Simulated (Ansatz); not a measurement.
Ba$_{2}$CdMoO$_{6}$:
```
CELL_PARAMETERS angstrom
      0.00000     4.17413     4.17413
      4.17413     0.00000     4.17413
      4.17413     4.17413     0.00000
ATOMIC_POSITIONS crystal
  Ba 0.25000 0.25000 0.25000
  Ba 0.75000 0.75000 0.75000
  Cd 0.50000 0.50000 0.50000
  Mo 0.00000 0.00000 0.00000
  O  0.77043 0.22957 0.22957
  O  0.22957 0.77043 0.77043
  O  0.22957 0.77043 0.22957
  O  0.77043 0.22957 0.77043
  O  0.22957 0.22957 0.77043
  O  0.77043 0.77043 0.22957
```

Relaxed with r²SCAN. Special points in fractions of this cell's reciprocal vectors: Γ (0.000, 0.000, 0.000); X (0.500, 0.000, 0.500); U (0.625, 0.250, 0.625); K (0.375, 0.375, 0.750); L (0.500, 0.500, 0.500); W (0.500, 0.250, 0.750).

Task: List the band energies nearest the valence-band maximum at these points for plane-wave PAW r²SCAN with spin–orbit coupling (Ansatz code).

Result: In eV from the valence-band maximum; about four levels below and three above (degenerate sets whole), none deeper than 8.9 eV; points with the same levels are listed once.

| k | below | above |
|---|---|---|
| Γ | -0.19 -0.19 -0.19 -0.19 | 3.03 3.03 3.03 3.03 |
| X | -0.70 -0.70 -0.24 -0.24 | 2.64 2.64 3.37 3.37 |
| U | -0.56 -0.56 -0.39 -0.39 | 2.76 2.76 3.23 3.23 |
| L | -0.06 -0.06 0.00 0.00 | 2.89 2.89 3.02 3.02 |
| W | -0.50 -0.50 -0.50 -0.50 | 2.92 2.92 3.00 3.00 |

Space group Fm-3m. The workflow started from a Materials Project entry (that database holds measured and hypothetical structures alike); the Crystallography Open Database copy checked does not list it. Its standing as an ambient phase is unchecked. The cell was relaxed with r²SCAN under the symmetry of its start; its stability against distortions is not shown here. The run is not spin-polarised. No Hubbard U is applied.

Potentials: the later of the program's two PAW sets.
